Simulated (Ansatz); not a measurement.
## Structure search: one Rb₃CuAu candidate

Computed with DFT PBE, scalar-relativistic, plane waves, PAW (Ansatz 0.2.0). Cutoff 420 eV, Gaussian smearing, Γ-centred meshes. Cell and atoms relax first on a coarse mesh and then on a finer one. In between, the cell is made exact in the group found at 0.06 Å. In metals the finer mesh still leaves noise of several meV/atom or more. The steps can't lower the symmetry of their start. No spin polarisation.

Recipe of this trial structure of Rb₃CuAu: close-packed layers stacked ABACB (P3m1, No. 156) (elements of the layers in order: Cu Rb Rb Rb Au). Its size is a rough estimate.

```
Rb Cu Au
1.0
     4.53244    0.00000    0.00000
    -2.26622    3.92521    0.00000
     0.00000    0.00000   16.59249
Rb Cu Au
3 1 1
Cartesian
  0.0000 2.6168 2.8766
  0.0000 0.0000 7.0498
  2.2662 1.3084 11.2230
  0.0000 0.0000 0.0000
  0.0000 2.6168 14.0996
```

Energies over the elements count from the elements' standard structures at the same level, with no fitted energy shifts.

Question: Which structure results?

Answer: The symmetry stays P3m1 (No. 156). The volume per atom shrinks by 13.1 %, from 59.0 to 51.3 Å³. The shortest distance goes from 3.61 Å (Cu–Au) to 2.63 Å (Cu–Au). The ratio c/a of the conventional cell changes by a factor of 0.86. The energy falls by about 0.55 eV/atom (the start's value is from the coarse mesh). Conventional cell: a = 4.542 Å, c = 14.359 Å. Rb on its first site is surrounded by 1 Au at 3.19 Å, 3 Cu at 3.99 Å, 6 Rb at 4.54 Å and 3 Rb at 5.12 Å; Rb on its second site is surrounded by 6 Rb at 4.54 Å and 6 Rb at 5.12–5.24 Å; Rb on its third site is surrounded by 3 Au at 3.45 Å, 3 Cu at 3.56 Å, 6 Rb at 4.54 Å and 3 Rb at 5.24 Å; around Cu lie 3 Au at 2.63 Å and 3 Rb at 3.56 Å; Au is surrounded by 3 Cu at 2.63 Å, 1 Rb at 3.19 Å and 3 Rb at 3.45 Å.

```cif
data_structure
_symmetry_space_group_name_H-M 'P 1'
_symmetry_Int_Tables_number 1
_cell_length_a 4.5416
_cell_length_b 4.5416
_cell_length_c 14.3588
_cell_angle_alpha 90.000
_cell_angle_beta 90.000
_cell_angle_gamma 120.000
_cell_volume 256.49
loop_
_atom_site_label
_atom_site_type_symbol
_atom_site_fract_x
_atom_site_fract_y
_atom_site_fract_z
_atom_site_occupancy
Rb1 Rb 0.33333 0.66667 0.12545 1
Rb2 Rb 0.00000 0.00000 0.43195 1
Rb3 Rb 0.66667 0.33333 0.74763 1
Cu1 Cu 0.00000 0.00000 0.91581 1
Au1 Au 0.33333 0.66667 0.90357 1
```

Question: How does it come out in energy, and is it a metal?

Answer: The energy over the elements is +0.07 eV/atom. The gap on the 12×12×4 mesh of the 5-atom cell is 0 eV (a metal).

A positive value: parting into the elements would lower its energy.

The last run used Gaussian smearing of 0.10 eV. Spin–orbit coupling, which can matter for Au, is left out. A structure relaxed within its symmetry needn't be a true minimum. In all, the 4 runs took 15 min on 1 thread of Intel(R) Xeon(R) Processor @ 2.50GHz (Skylake/Cascade Lake) (shared host).
